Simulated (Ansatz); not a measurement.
The end of the path is a generated cell of Y2Ge: the first start was made by placing the elements on the sites of a structure type, and the end was not matched to a known phase here, so it may be hypothetical.

A geometry of Y2Ge away from equilibrium: the start of the relaxation of a generated cell, Y2Ge built in the AFLOW prototype AB2_cF48_227_c_e (as in Ti2C). All values below come from r2SCAN (plane waves to 500 eV, PAW, scalar-relativistic; Ansatz, an electronic-structure program). Γ-centred k-mesh 5×5×5 on the run's cell, Fermi–Dirac smearing 0.05 eV.

```xyz
12
Lattice="0.0000 5.3776 5.3776 5.3776 0.0000 5.3776 5.3776 5.3776 0.0000" Properties=species:S:1:pos:R:3:forces:R:3 pbc="T T T" free_energy=-48092.178 pressure_GPa=18.7
Ge     6.7220     6.7220     6.7220    0.0000    0.0000    0.0000
Ge     6.7220     4.0332     4.0332    0.0000    0.0000    0.0000
Ge     4.0332     6.7220     4.0332    0.0000    0.0000    0.0000
Ge     4.0332     4.0332     6.7220    0.0000    0.0000    0.0000
Y      9.3570     9.3570     9.3570    1.5200    1.5200    1.5200
Y      9.3570     6.7758     6.7758    1.5200   -1.5200   -1.5200
Y      6.7758     9.3570     6.7758   -1.5200    1.5200   -1.5200
Y      6.7758     6.7758     9.3570   -1.5200   -1.5200    1.5200
Y      4.0870     4.0870     4.0870   -1.5200   -1.5200   -1.5200
Y      4.0870     6.6682     6.6682   -1.5200    1.5200    1.5200
Y      6.6682     4.0870     6.6682    1.5200   -1.5200    1.5200
Y      6.6682     6.6682     4.0870    1.5200    1.5200   -1.5200
```

Positions in Å, forces in eV/Å, free energy of the cell in eV (comparable only within this code, potentials and settings). Largest force: 2.63 eV/Å, on Y5, Y6, Y7, Y8, Y9, Y10, Y11, Y12 (atoms numbered as listed); the geometry lies 0.32 eV/atom above the end of its relaxation.

No spin polarisation in the result.

The run could not lose the symmetry of its start: the end is stationary, and may be a saddle point rather than a minimum.
